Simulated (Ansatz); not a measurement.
Here is the system:

P:
```cif
data_P2
_chemical_formula_sum 'P2'
_space_group_name_H-M_alt 'P 1'
_space_group_IT_number 1
_cell_length_a 3.88603
_cell_length_b 3.88603
_cell_length_c 3.88603
_cell_angle_alpha 60.000
_cell_angle_beta 60.000
_cell_angle_gamma 60.000
loop_
_space_group_symop_operation_xyz
  'x, y, z'
loop_
_atom_site_label
_atom_site_type_symbol
_atom_site_fract_x
_atom_site_fract_y
_atom_site_fract_z
_atom_site_occupancy
P1 P 0.00000 0.00000 0.00000 1
P2 P 0.25000 0.25000 0.25000 1
```

This is the PBE-relaxed structure.

Question: All from the program Ansatz at the PBE level (PAW), unless another level is named. Predict the electronic character.

Answer: metallic (no gap).

Question: Next, the density of states at the Fermi level?

Answer: 0.62 states/eV per atom (mean over ±0.08 eV).

Space group Fd-3m (diamond). The start of the workflow was typed in or built on a structure type; neither database checked (COD, Materials Project) lists it. It is not the phase usual at ambient conditions (space group No. 64). Symmetry was held in the PBE relaxation; whether a distortion lowers the energy is not shown.

Potentials: the later of the program's two PAW sets.
